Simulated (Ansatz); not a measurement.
LaSi$_{2}$Pt$_{2}$:
```cif
data_La2Pt4Si4
_chemical_formula_sum 'Si4 Pt4 La2'
_space_group_name_H-M_alt 'I4/mmm'
_space_group_IT_number 139
_space_group_name_Hall '-I 4 2'
_cell_length_a 4.29589
_cell_length_b 4.29589
_cell_length_c 9.94546
_cell_angle_alpha 90.000
_cell_angle_beta 90.000
_cell_angle_gamma 90.000
loop_
_atom_site_label
_atom_site_type_symbol
_atom_site_symmetry_multiplicity
_atom_site_Wyckoff_symbol
_atom_site_fract_x
_atom_site_fract_y
_atom_site_fract_z
_atom_site_occupancy
Si1 Si 4 e 0.00000 0.00000 0.37557 1
Pt1 Pt 4 d 0.00000 0.50000 0.25000 1
La1 La 2 a 0.00000 0.00000 0.00000 1
```
(The calculation used a cell of 5 atoms; values per cell refer to that cell.)

Relaxed at zero pressure with r²SCAN in the plane-wave PAW code Ansatz.

The volume is lowered by 6 % and shape and atoms relax at that volume. What pressure results, and how do the axes share the change?

9.7 GPa; a -2.6 %, b -2.6 %, c -0.9 %; the energy rises by 31 meV/atom.

Give the new structure.


Space group I4/mmm (No. 139); a = 4.1847 Å, b = 4.1847 Å, c = 9.8523 Å, α = 90.00°, β = 90.00°, γ = 90.00°

```
atom  site  symmetry       x       y       z
----  ----  --------  ------  ------  ------
Si      4e       4mm  0.0000  0.0000  0.3797
Pt      4d      -4m2  0.0000  0.5000  0.2500
La      2a     4/mmm  0.0000  0.0000  0.0000
```

The phase is kept; no other phase was compared at this pressure.

The workflow started from an entry of the Crystallography Open Database (COD). Its standing as an ambient phase is unchecked. The r²SCAN relaxation kept the symmetry of its start; whether a distortion lowers the energy is not shown. The run is not spin-polarised. Scalar-relativistic: spin–orbit coupling is off unless named, which matters more the heavier the elements.

Potentials: the later of the program's two PAW sets.
